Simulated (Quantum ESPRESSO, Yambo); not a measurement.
## Levels of theory for the gap of Cs2NaYF6

Cs2NaYF6 (space group Fm-3m, No. 225): one geometry, one set of PBEsol (pw.x of Quantum ESPRESSO, ONCV potentials, scalar-relativistic) orbitals, self-energies from Yambo (2×2×2 Γ-centred k mesh, bands 2 to 286 and a 7 Ry block in the screening, 286 bands in G with the Bruneval-Gonze terminator, plasmon pole fitted at 27.2 eV).

The geometry is that of Materials Project entry mp-13925, symmetrised and not relaxed again.

```
level                                                        gap Γ → Γ (eV)                   rough Yambo cost
-----------------------------------------------------------  --------------  ---------------------------------
PBEsol (Quantum ESPRESSO)                                              6.73                                  –
exchange only (Hartree-Fock self-energy on PBEsol orbitals)           18.81              about 1/20 (6 states)
static COHSEX@PBEsol                                                  11.20  within a factor of two (2 states)
G0W0@PBEsol, plasmon pole                                             10.10                       1 (6 states)
```

Bare exchange has no screening and gives the widest gap; static COHSEX screens it but leaves out the frequency dependence, which G0W0 restores.

Costs are rough ratios of core time on shared machines.

Convergence of the G0W0 settings was not tested. The k mesh is coarse.
